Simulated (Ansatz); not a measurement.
N (bcc (W type), Im-3m) at seven volumes, PBE in the plane-wave PAW code Ansatz, scaled uniformly. One row is withheld.

```tsv
V (Å³/atom)	P (GPa)
6.600	21.14
6.818	12.95
7.036	6.07
7.253	0.02
7.471	-5.44
7.688	-10.15
7.906	?
```

Fit the shown pressures and predict the withheld one.

P = (3/2)B₀(x^(7/2) − x^(5/2))[1 + (3/4)(B′ − 4)(x − 1)] with x = (V₀/V)^(2/3). Least squares on the six rows gives V₀ = 7.251 Å³/atom, B₀ = 191 GPa, B′ = 3.42. At V = 7.906, x = 0.9440 and P = -14.24 GPa. The run itself gave -14.12 GPa.

A made-up cell: these elements were put on the sites of a structure type; neither database checked (COD, Materials Project) lists it. It is not the usual solid phase (space group No. 205). The PBE relaxation kept the symmetry of its start; whether a distortion lowers the energy is not shown. The substance is a gas or liquid at ambient conditions.

Potentials: the later of the program's two PAW sets.
